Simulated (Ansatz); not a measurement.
Here is the system:

BAs (zinc blende, space group No. 216), a = 4.8091 Å, b = 4.8091 Å, c = 4.8091 Å, α = 90.00°, β = 90.00°, γ = 90.00°; the cell used has 2 atoms.

This is the PBE-relaxed structure.

Q: All from plane-wave PAW PBE (Ansatz code), unless another level is named. Estimate the Young's modulus.

A: 286 GPa.

Q: What about the highest zone-centre frequency (without LO–TO term)?

A: 677 cm^-1.

Space group F-43m (zinc blende). The cell was relaxed with PBE under the symmetry of its start; phonons on a q-mesh show no instability.

Potentials: the later of the program's two PAW sets.
